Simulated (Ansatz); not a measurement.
WSi₂ (MoSi2 type, space group I4/mmm)

```xyz
3
Lattice="-1.6013 1.6013 3.9078 1.6013 -1.6013 3.9078 1.6013 1.6013 -3.9078" Properties=species:S:1:pos:R:3 pbc="T T T"
W      0.0000     0.0000     0.0000
Si     0.0000     0.0000     2.6146
Si     0.0000     0.0000     5.2011
```

The slice is a (001) plane (indices of the conventional cell) through the point (0.665, 0.665, 0.000) (fractional), spanned by u = [101] and v = [011] in vectors of this cell: u (3.20 Å) and v (3.20 Å, at 90° to u). It covers one period; positions are fractions (u, v).

The numbers are results of PBEsol (plane waves to 420 eV, PAW, scalar-relativistic; Ansatz, an electronic-structure program), not measurements. k mesh 20×20×20. Inside the PAW spheres the values are not all-electron values, and peaks at nuclei hang on which shells count as valence. Spin-orbit coupling is left out, though W is heavy. WSi2 is run without spin polarisation. WSi2 was relaxed with its symmetry unable to fall.

Three fields on this plane, each scaled to ten steps between its own extremes (0 low, 9 high; the total valence density on a logarithmic scale, the potential cut 8 eV below its top; x marks points blanked near nuclei; v = 0 in the bottom row):

Map A
```
|xxxxxxxx531000135xxxxxxx|
|xxxxxxxx532101235xxxxxxx|
|xxxxxxx76421112467xxxxxx|
|xxxxxxx76432223467xxxxxx|
|xxxxxx8765433345678xxxxx|
|xxxxx887665555566788xxxx|
|xxx7777776666666777777xx|
|555666667777777777666655|
|333445667788888776654433|
|112234567889998876543221|
|001123567899999876532110|
|000123567899999876532100|
|001123567899999876532110|
|112234567889998876543221|
|333445667788888776654433|
|555666677777777777666655|
|xxx7777776666666677777xx|
|xxxxx887665555566788xxxx|
|xxxxxx8765433345678xxxxx|
|xxxxxxx76432223467xxxxxx|
|xxxxxxx76421112467xxxxxx|
|xxxxxxxx532101235xxxxxxx|
|xxxxxxxx531000135xxxxxxx|
|xxxxxxxx531000135xxxxxxx|
```

Map B
```
|xxxxxxxx268999862xxxxxxx|
|xxxxxxxx368999863xxxxxxx|
|xxxxxxx04789998740xxxxxx|
|xxxxxxx25789998752xxxxxx|
|xxxxxx0467888887640xxxxx|
|xxxxx035678888876530xxxx|
|xxx0245677777777765420xx|
|223456677666566677665432|
|666777776654445667777766|
|888888776543334567888888|
|999998876433233467889999|
|999998875432223457889999|
|999998876433233467889999|
|888888876543334567888888|
|666777776654445667777766|
|223456677666566677665432|
|xxx0245677777777765420xx|
|xxxxx035678888776530xxxx|
|xxxxxx0467888887640xxxxx|
|xxxxxxx25789998752xxxxxx|
|xxxxxxx04789998740xxxxxx|
|xxxxxxxx368999863xxxxxxx|
|xxxxxxxx268999862xxxxxxx|
|xxxxxxxx268999862xxxxxxx|
```

Map C
```
|xxxxxxxx642000246xxxxxxx|
|xxxxxxxx642101246xxxxxxx|
|xxxxxxx87431113478xxxxxx|
|xxxxxxx87532123578xxxxxx|
|xxxxxx9875432345789xxxxx|
|xxxxx998654333456899xxxx|
|xxx8888765433345678888xx|
|566777665544344556677766|
|344455555443334455555444|
|122334444443334444443322|
|001123334333333343332110|
|000112333333333333321100|
|001123334333333343332110|
|122334444443334444443322|
|344455555443334455555444|
|566777665544344556677766|
|xxx8888765433345678888xx|
|xxxxx998654333456899xxxx|
|xxxxxx9875432345789xxxxx|
|xxxxxxx87532123578xxxxxx|
|xxxxxxx87431113478xxxxxx|
|xxxxxxxx642101246xxxxxxx|
|xxxxxxxx642000246xxxxxxx|
|xxxxxxxx531000135xxxxxxx|
```

Task: Assign the maps to these fields: electron localisation function (ELF); valence electron density; electrostatic potential energy of an electron, from the cell's mean.

Result: A is the valence electron density; B is the electrostatic potential energy of an electron, from the cell's mean; C is the electron localisation function (ELF).
